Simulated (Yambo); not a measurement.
KSc2F7 (space group Cmmm, No. 65), G0W0@LDA (Yambo, plasmon pole, terminator in G, 2×2×4 mesh): gap Γ → (-0.5, -0.5, 0) in eV by bands and screening block.

```
bands (W and G)   2 Ry   3 Ry   4 Ry   5 Ry   6 Ry
---------------  -----  -----  -----  -----  -----
58               12.92  12.53  12.00      ?  11.77
77               12.29  11.87  11.33  11.24  11.10
103              12.06  11.65  11.11  11.02  10.87
134                  ?      ?  11.00  10.91  10.77
166              11.92  11.51  10.96  10.87  10.73
```

Estimate the withheld gaps from their neighbours; the computed values follow.


- 58, 5 Ry: 11.91
- 134, 2 Ry: 11.96
- 134, 3 Ry: 11.55

The largest settings aren't shown to be the converged limit.

Geometry of the Materials Project entry, not relaxed at this level; primitive cell a = b = 6.224 Å, c = 4.048 Å, α = β = 90.00°, γ = 116.57°.

The structure is a Materials Project entry; no match was found in the copy of COD used, and its stability was not checked.
